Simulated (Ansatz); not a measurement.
Input, command and steps of an Ansatz relaxation.

```yaml
crystal:
  lattice:
    - [3.7569529117, -2.2753785359, 0.0]
    - [3.7569529117, 2.2753785359, 0.0]
    - [0.0, 0.0, 9.7179179023]
  atoms:
    - { symbol: I, position: [0.842284214, 0.157715786, 0.8796164259] }
    - { symbol: I, position: [0.342284214, 0.657715786, 0.6203835741] }
    - { symbol: I, position: [0.157715786, 0.842284214, 0.1203835741] }
    - { symbol: I, position: [0.657715786, 0.342284214, 0.3796164259] }
basis:
  ecutwfc: 500
kpoints:
  mp_grid: { grid: [8, 8, 4] }
hamiltonian:
  xc: r2scan
scf:
  occupations: { method: gaussian, width: 0.02 }
output:
  forces: true
  stress: true
  eigenvalues: true
relax:
  adjacent_minimum: "off"
  f_tol: 0.01
  max_steps: 30
  cell: { stress_tol: 0.1, fix: [volume] }
```

```bash
ansatz run input.yaml --threads 1 --pin off --max-ram 2560MiB --backend cpu --events-out ev --progress --plain --runs-dir out
```

These are results of DFT r2SCAN, scalar-relativistic, plane waves, PAW (Ansatz), not measurements.

The volume is held at 0.94 times that of the relaxed cell.

Of 5 frames 4 are shown, positions in Å and forces in eV/Å; the SCF threshold varies from step to step. Steps run on the plane waves of an earlier cell, with a Pulay correction in the pressure. The basis is chosen afresh for the last frame, the zero of the energies, and at times for earlier ones too; energy and pressure step there, also at an unchanged geometry.

```xyz
4
Lattice="3.7570 -2.2754 0.0000 3.7570 2.2754 0.0000 0.0000 0.0000 9.7179" Properties=species:S:1:pos:R:3:forces:R:3 pbc="T T T" step=1 free_energy_over_end_meV_per_atom=2.19 pressure_GPa=1.15
I     3.7570   -1.5577    8.5480    0.0000    0.1234   -0.1313
I     3.7570    0.7177    6.0288    0.0000    0.1234    0.1313
I     3.7570    1.5577    1.1699    0.0000   -0.1234    0.1313
I     3.7570   -0.7177    3.6891    0.0000   -0.1234   -0.1313
4
Lattice="3.7223 -2.2760 0.0000 3.7223 2.2760 0.0000 0.0000 0.0000 9.8058" Properties=species:S:1:pos:R:3:forces:R:3 pbc="T T T" step=2 free_energy_over_end_meV_per_atom=0.49 pressure_GPa=0.43
I     3.7223   -1.5333    8.6291    0.0000   -0.0570    0.0000
I     3.7223    0.7426    6.0796    0.0000   -0.0570    0.0000
I     3.7223    1.5333    1.1767    0.0000    0.0570    0.0000
I     3.7223   -0.7426    3.7262    0.0000    0.0570    0.0000
4
Lattice="3.7226 -2.2809 0.0000 3.7226 2.2809 0.0000 0.0000 0.0000 9.7838" Properties=species:S:1:pos:R:3:forces:R:3 pbc="T T T" step=3 free_energy_over_end_meV_per_atom=0.01 pressure_GPa=0.59
I     3.7226   -1.5512    8.6033    0.0000   -0.0022    0.0108
I     3.7226    0.7297    6.0724    0.0000   -0.0022   -0.0108
I     3.7226    1.5512    1.1805    0.0000    0.0022   -0.0108
I     3.7226   -0.7297    3.7114    0.0000    0.0022    0.0108
4
Lattice="3.7230 -2.2809 0.0000 3.7230 2.2809 0.0000 0.0000 0.0000 9.7830" Properties=species:S:1:pos:R:3:forces:R:3 pbc="T T T" step=5 free_energy_over_end_meV_per_atom=0.00 pressure_GPa=0.60
I     3.7230   -1.5508    8.6034    0.0000   -0.0005    0.0027
I     3.7230    0.7301    6.0710    0.0000   -0.0005   -0.0027
I     3.7230    1.5508    1.1795    0.0000    0.0005   -0.0027
I     3.7230   -0.7301    3.7119    0.0000    0.0005    0.0027
```

Time: 110 s on 1 thread of Intel(R) Xeon(R) 6975P-C (Granite Rapids), with other jobs on the host, peak memory 1.1 GiB.

The cell holds layers, and r2SCAN describes their binding at middle range but leaves out its long-range dispersion part.